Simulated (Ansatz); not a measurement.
Problem. TaS₂ (CdI2 type, space group No. 164) is relaxed with PBE+D3(BJ) in the plane-wave PAW code Ansatz. What lattice parameters of the conventional cell result?

Solution. a = 3.327 Å, c = 5.784 Å.

Problem. Give the free coordinates with the occupied sites.

Solution. In one choice of origin and axes:

```tsv
atom	site	symmetry	x	y	z
Ta	1a	-3m.	0.0000	0.0000	0.0000
S	2d	3m.	0.3333	0.6667	0.2672
```

Problem. Is it a metal or does it have a gap at this level?

Solution. No gap at this level.

Space group P-3m1 (CdI2 type). This is a known high-temperature phase of the composition, computed here at zero pressure and temperature. The cell was relaxed with PBE+D3(BJ) under the symmetry of its start; its stability against distortions is not shown here. No spin polarisation was allowed. With an odd number of electrons in the cell and no spin polarisation, the count alone makes it a metal. Scalar-relativistic: spin–orbit coupling is off unless named, which matters more the heavier the elements.

Potentials: the earlier of the program's two PAW sets.
